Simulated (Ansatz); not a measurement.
Total density of states per atom from PBE in the plane-wave PAW code Ansatz, in 0.25 eV bins, energy from the valence-band maximum:

(E (eV), states/eV/atom): (-6.50, 0.00); (-6.25, 0.03); (-6.00, 0.05); (-5.75, 0.07); (-5.50, 0.08); (-5.25, 0.09); (-5.00, 0.12); (-4.75, 0.11); (-4.50, 0.11); (-4.25, 0.14); (-4.00, 0.15); (-3.75, 0.18); (-3.50, 0.18); (-3.25, 0.18); (-3.00, 0.18); (-2.75, 0.19); (-2.50, 0.23); (-2.25, 0.31); (-2.00, 0.29); (-1.75, 0.19); (-1.50, 0.22); (-1.25, 0.25); (-1.00, 0.45); (-0.75, 0.53); (-0.50, 0.49); (-0.25, 0.38); (0.00, 0.12); (0.25, 0.00); (0.50, 0.00); (0.75, 0.00); (1.00, 0.00); (1.25, 0.00); (1.50, 0.00); (1.75, 0.00); (2.00, 0.00); (2.25, 0.00); (2.50, 0.00); (2.75, 0.00); (3.00, 0.00); (3.25, 0.00); (3.50, 0.00); (3.75, 0.01); (4.00, 0.05); (4.25, 0.08); (4.50, 0.11); (4.75, 0.16); (5.00, 0.29); (5.25, 0.41); (5.50, 0.40); (5.75, 0.33); (6.00, 0.29); (6.25, 0.33); (6.50, 0.31); (6.75, 0.31); (7.00, 0.29); (7.25, 0.25); (7.50, 0.31); (7.75, 0.28); (8.00, 0.22); (8.25, 0.25); (8.50, 0.27)

Task: Which compound is it?
A) MgH2, rutile
B) HfC, rock salt
C) AlNi, CsCl type
D) TaAs, I4_1md (Ta on 4a, As on 4a)

Result: A, MgH2, rutile. Top 1 eV of the valence band: H 1s 94 %. Bottom 1 eV of the conduction band: Mg 3s 56 %, H 1s 6 %, outside the projected shells 38 %. Projections are on Löwdin-orthogonalised atomic valence shells; empty p or d shells of many metals are not among them.

Space group P4_2/mnm (rutile). Symmetry was held in the PBE relaxation; phonons on a q-mesh show no instability.

Potentials: the later of the program's two PAW sets.
